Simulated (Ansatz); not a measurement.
**Ba2LuRuN6: relaxation (Ansatz)**

Input:

```yaml
crystal:
  lattice:
    - [0.0, 4.181469, 4.181469]
    - [4.181469, 0.0, 4.181469]
    - [4.181469, 4.181469, 0.0]
  atoms:
    - { symbol: Lu, position: [0.0, 0.0, 0.0] }
    - { symbol: "N", position: [0.7369, 0.2631, 0.2631] }
    - { symbol: "N", position: [0.2631, 0.7369, 0.2631] }
    - { symbol: "N", position: [0.2631, 0.7369, 0.7369] }
    - { symbol: "N", position: [0.7369, 0.2631, 0.7369] }
    - { symbol: "N", position: [0.2631, 0.2631, 0.7369] }
    - { symbol: "N", position: [0.7369, 0.7369, 0.2631] }
    - { symbol: Ru, position: [0.5, 0.5, 0.5] }
    - { symbol: Ba, position: [0.25, 0.25, 0.25] }
    - { symbol: Ba, position: [0.75, 0.75, 0.75] }
  symmetry: { tolerance: 0.0003 }
kpoints:
  mp_grid: { grid: [7, 7, 7], shift: [0, 0, 0] }
magnetization:
  spin_polarized: false
scf:
  occupations: { method: fermi_dirac }
  lower_state_search: "off"
hamiltonian:
  pseudopotentials: { kind: paw }
  xc: pbe
basis:
  ecutwfc: 420
  fft_grid_basis: typed
relax:
  max_steps: 40
output:
  forces: true
  stress: true
  eigenvalues: true
  bader: true
  populations: true
  elf: true
  write_potential: true
  volumetric_format: npy
  dos:
    e_range: [-12, 8]
    de: 0.05
    projected: { site_lists: { Ba: [Ba], Lu: [Lu], "N": ["N"], Ru: [Ru] } }
checkpoint:
  read: saved_state
```

Run with:

```bash
ansatz run input.yaml --threads 2 --pin off --max-ram 2560MiB --backend cpu --events-out ev --progress --plain --runs-dir out
```

Origin of the cell: a known structure type with other elements, at an estimated volume, so it need not be a known compound.

The smearing width isn't typed, so it takes its default of 0.1 eV.

The saved state is a converged single point of the same cell.

Steps:

```
step  ΔF (meV/atom)  max force component (eV/Å)  SCF iterations  step was
   1            0.0                       0.734               7  accepted
   2           -5.9                       0.108               7  accepted
   3           -6.0                       0.002               6  accepted
   4           -6.0                       0.002               6  accepted
```

The starting structure.

Space group Fm-3m (No. 225); the run's cell has a = 5.913 Å, b = 5.913 Å, c = 5.913 Å, α = 60.00°, β = 60.00°, γ = 60.00°. Shortest distances: N–Ru 1.98 Å, Lu–N 2.20 Å, N–N 2.80 Å, Ba–N 2.96 Å.

The relaxed structure.

Space group Fm-3m (No. 225); the run's cell has a = 5.913 Å, b = 5.913 Å, c = 5.913 Å, α = 60.00°, β = 60.00°, γ = 60.00°. Shortest distances: N–Ru 1.95 Å, Lu–N 2.23 Å, N–N 2.76 Å, Ba–N 2.96 Å.

```xyz
10
Lattice="0.0000 4.1815 4.1815 4.1815 0.0000 4.1815 4.1815 4.1815 0.0000" Properties=species:S:1:pos:R:3 pbc="T T T"
Lu    0.0000    0.0000    0.0000
N     2.2274    4.1815    4.1815
N     4.1815    2.2274    4.1815
N     6.1356    4.1815    4.1815
N     4.1815    6.1356    4.1815
N     4.1815    4.1815    2.2274
N     4.1815    4.1815    6.1356
Ru    4.1815    4.1815    4.1815
Ba    2.0907    2.0907    2.0907
Ba    6.2722    6.2722    6.2722
```

```
Free energy lowered by  : 6.0 meV/atom
Final pressure          : 3.26 GPa
Relaxation steps listed : 4
```

Caveats: no moments, though an odd count or open d shells may carry them; no spin-orbit coupling, though heavy elements are present; the SCF threshold is looser than advised for a stress; the relaxation held the start's symmetry, so the end may be a saddle point.

It ran for 68 s on 2 threads of Arm Neoverse V1 (shared host), peak memory 0.57 GiB, from a saved density.
